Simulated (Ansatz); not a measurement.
Consider the following.

MgC$_{8}$:
```cif
data_C8Mg
_chemical_formula_sum 'C8 Mg1'
_space_group_name_H-M_alt 'P6/mmm'
_space_group_IT_number 191
_space_group_name_Hall '-P 6 2'
_cell_length_a 5.01712
_cell_length_b 5.01712
_cell_length_c 3.67869
_cell_angle_alpha 90.000
_cell_angle_beta 90.000
_cell_angle_gamma 120.000
loop_
_atom_site_label
_atom_site_type_symbol
_atom_site_symmetry_multiplicity
_atom_site_Wyckoff_symbol
_atom_site_fract_x
_atom_site_fract_y
_atom_site_fract_z
_atom_site_occupancy
C1 C 6 l 0.16886 0.33771 0.00000 1
C2 C 2 c 0.33333 0.66667 0.00000 1
Mg1 Mg 1 b 0.00000 0.00000 0.50000 1
```

This is the PBE+D3(BJ)-relaxed structure.

All from PBE+D3(BJ) in the plane-wave PAW code Ansatz, unless another level is named. Estimate the electronic character.

metallic (no gap).

Predict the formation energy from the elements (no fitted shifts).

21 kJ/mol of atoms.

What about the density of states at the Fermi level?

0.18 states/eV per atom (mean over ±0.08 eV).

A made-up cell: these elements were put on the sites of a structure type; neither database checked (COD, Materials Project) lists it. Its standing as an ambient phase is unchecked. The cell was relaxed with PBE+D3(BJ) under the symmetry of its start; its stability against distortions is not shown here. The references are the lowest solids computed at this level, not always the standard phases.

Potentials: the later of the program's two PAW sets.
